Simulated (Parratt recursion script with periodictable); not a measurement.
# Interface roughness in an EUV mirror: Si/Rh multilayer on Si

| layer, from the top | thickness (Å) | density (g/cm³) | rms roughness of its top face (Å) | δ at 13.5 nm | β at 13.5 nm |
|---|---|---|---|---|---|
| Si (in each period) | 42.5 | 2.313 | varied | 9.927 × 10⁻⁴ | 0.001813 |
| Rh (in each period) | 28.3 | 12.398 | varied | 0.1248 | 0.03117 |
| Si (substrate) | – | 2.313 | 4 | 9.927 × 10⁻⁴ | 0.001813 |

The refractive index is n = 1 − δ + iβ; the runs take δ and β at each wavelength of the scan. Vacuum lies above.

Densities are inputs, not measurements. They were set from computed cells of the Materials Project: Si from entry mp-149 (Fd-3m, 2.313 g/cm³); Rh from entry mp-74 (Fm-3m, 12.398 g/cm³). A layer's crystal structure does not enter its constants, only its composition and density.

Simulated, not measured: EUV and soft X-ray reflectivity, Parratt recursion, Névot-Croce roughness, Henke tables (Parratt recursion script with periodictable 1.7.1).

Light falls at α = 10° from the surface normal. It is p-polarised. The wavelength is scanned from 12.42 to 14.58 nm in 161 evenly spaced points, without smoothing. The peak is the highest scan point; its wavelength and height come from a parabola through R at that point and its two neighbours.

The pair is repeated 60 times. The runs differ only in σ, the roughness on top of both layers of each period; the substrate's stays as listed.

| σ (Å) | peak λ (nm) | peak R (%) |
|---|---|---|
| 0 | 13.510 | 55.6 |
| 3 | 13.493 | 54.1 |
| 4 | 13.480 | 52.9 |
| 6 | 13.447 | ? |

Problem. Estimate the peak reflectivity at σ = 6 Å from a line of ln R against σ², and compare with the factor exp[−(2πσ/D)²] for one weak reflection.

Solution. With R₀ = 55.6 % of the first row, ln(R/R₀) is 0.0000 at σ² = 0, −0.0273 at σ² = 9, −0.0498 at σ² = 16 Å². A least-squares line has slope −0.00311 Å⁻² and intercept 0.0002, which gives 49.7 % at σ² = 36 Å². For D = 70.8 Å, (2π/D)² = 0.00788 Å⁻², and that slope from the first row gives 41.9 %.

The run gave 49.6 %, so the line misses by 0.1 points. The fitted slope is 0.39 of (2π/D)² in size.
